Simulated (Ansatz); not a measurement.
NaBrF₄:
```xyz
12
Lattice="-2.8679 2.8679 5.1649 2.8679 -2.8679 5.1649 2.8679 2.8679 -5.1649" Properties=species:S:1:pos:R:3 pbc="T T T"
Na     0.0000     0.0000     2.5825
Na     0.0000     0.0000     7.7474
Br     0.0000     2.8679     0.0000
Br     2.8679     0.0000     0.0000
F      0.9497     3.8176     1.3699
F      1.9182    -0.9497     3.7951
F      1.9182     0.9497     1.3699
F      0.9497     1.9182     3.7951
F      1.9182    -0.9497     6.5348
F      0.9497     3.8176    -1.3699
F      0.9497     1.9182     6.5348
F      1.9182     0.9497    -1.3699
```

r²SCAN (plane waves, PAW; program Ansatz) gives a gap of 3.55 eV without spin–orbit coupling, maximum at M, minimum at M.

**Question.** What happens when spin–orbit coupling is switched on?

**Answer.** The gap shrinks by 0.04 eV, to 3.51 eV; maximum at M, minimum at M.

**Question.** Give the electron effective mass with spin–orbit coupling.

**Answer.** 0.97, 1.2, 1.2 mₑ (principal values).

Space group I4/mcm. The workflow started from a Materials Project entry (that database holds measured and hypothetical structures alike); the Crystallography Open Database copy checked does not list it. Whether it is the stable phase at ambient conditions was not checked. The cell was relaxed with r²SCAN under the symmetry of its start; its stability against distortions is not shown here.

Potentials: the later of the program's two PAW sets.
